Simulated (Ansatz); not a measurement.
GaN:
```xyz
2
Lattice="0.0000 2.2489 2.2489 2.2489 0.0000 2.2489 2.2489 2.2489 0.0000" Properties=species:S:1:pos:R:3 pbc="T T T"
N      3.3733     3.3733     3.3733
Ga     0.0000     0.0000     0.0000
```

The program Ansatz at the r²SCAN level (PAW) gives a gap of 2.17 eV without spin–orbit coupling, maximum at Γ, minimum at Γ.

Q: What happens when spin–orbit coupling is switched on?

A: The gap is nearly the same, to 2.17 eV; maximum at Γ, minimum at Γ.

Q: How large is the spin–orbit splitting of the valence top at Γ?

A: The fourfold level lies 0.01 eV above the split-off pair.

Q: Give the electron effective mass with spin–orbit coupling.

A: 0.17 mₑ (isotropic).

Space group F-43m (zinc blende). Symmetry was held in the r²SCAN relaxation; phonons on a q-mesh show no instability.

Potentials: the later of the program's two PAW sets.
